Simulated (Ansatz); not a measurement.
A geometry of TiSi2 away from equilibrium: the start of the relaxation of a relaxed TiSi2 cell displaced along its unstable phonon at q = (½, ½, 0) of its primitive reciprocal cell (223i cm⁻¹), largest move 0.15 Å. All values below come from PBEsol (plane waves to 420 eV, PAW, scalar-relativistic; Ansatz, an electronic-structure program). Γ-centred k-mesh 10×10×10 on the run's cell (coarser than for final values), Fermi–Dirac smearing 0.05 eV.

```xyz
6
Lattice="0.0000 5.8798 5.8798 2.9399 2.9399 5.8798 2.9399 2.9399 0.0000" Properties=species:S:1:pos:R:3:forces:R:3 pbc="T T T" free_energy=-7433.626 pressure_GPa=-0.7
Ti     0.1500     0.0000     0.0000    1.0783    0.0000    0.0000
Ti    -0.1500     2.9399     2.9399   -1.0783    0.0000    0.0000
Si     1.4700     1.6147     1.4700    0.0000    0.5780    0.0000
Si     1.4700     4.2651     4.4099    0.0000   -0.5780    0.0000
Si     4.4099     4.5546     4.4099    0.0000    0.5780    0.0000
Si     4.4099     7.2050     7.3498    0.0000   -0.5780    0.0000
```

Positions in Å, forces in eV/Å, free energy of the cell in eV (comparable only within this code, potentials and settings). Largest force: 1.08 eV/Å, on Ti1, Ti2 (atoms numbered as listed); the geometry lies 0.26 eV/atom above the end of its relaxation.

No spin polarisation in the result.

The run could not lose the symmetry of its start.

Of the parent cell (Fm-3m (No. 225)): it is a generated cell of TiSi2: the first start was made by placing the elements on the sites of a structure type, and the end was not matched to a known phase here, so it may be hypothetical. Known forms of TiSi2 include space group No. 63, 70.

The first start was generated by placing the elements on the sites of a structure type. Materials Project lists a structure of TiSi2 in the same space group, Cmcm (No. 63); the sites were not compared with it, nor with measured phases.
